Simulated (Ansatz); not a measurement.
Space group I4/mmm (No. 139). a = 5.982 Å, b = 5.982 Å, c = 11.906 Å, α = 90.00°, β = 90.00°, γ = 90.00°
```csv
atom,site,symmetry,x,y,z
Sr,4d,-4m2,0.0000,0.5000,0.2500
Sr,2b,4/mmm,0.5000,0.5000,0.0000
Ca,2a,4/mmm,0.0000,0.0000,0.0000
```

Equation of state of this Sr$_{3}$Ca structure (not necessarily the ground state), with shape and atoms relaxed at each volume where symmetry leaves them free. It has no gap at any of these volumes. These are results of DFT r2SCAN, scalar-relativistic, plane waves, PAW (Ansatz), not measurements.

Cutoff 500 eV; k points 10×10×10 on the computed 4-atom cell (Γ-centred); Gaussian smearing, width 0.10 eV; no spin polarisation.

```json
{"V (Å³/atom)": "50.058", "E − E(largest V) (meV/atom)": "-0.03", "P (GPa)": "0.84"}
{"V (Å³/atom)": "51.656", "E − E(largest V) (meV/atom)": "-6.01", "P (GPa)": "0.38"}
{"V (Å³/atom)": "53.253", "E − E(largest V) (meV/atom)": "-7.71", "P (GPa)": "-0.03"}
{"V (Å³/atom)": "54.851", "E − E(largest V) (meV/atom)": "-5.57", "P (GPa)": "-0.40"}
{"V (Å³/atom)": "56.449", "E − E(largest V) (meV/atom)": "0.00", "P (GPa)": "-0.72"}
```

Q: Fit a third-order Birch–Murnaghan equation to E(V).

A: V0 = 53.13 Å³/atom, B0 = 13 GPa, B0' = 2.7.

Cost: 5 runs of about 4.9 core-minutes in all, on AMD EPYC 9R45 (Zen 5) (shared hosts).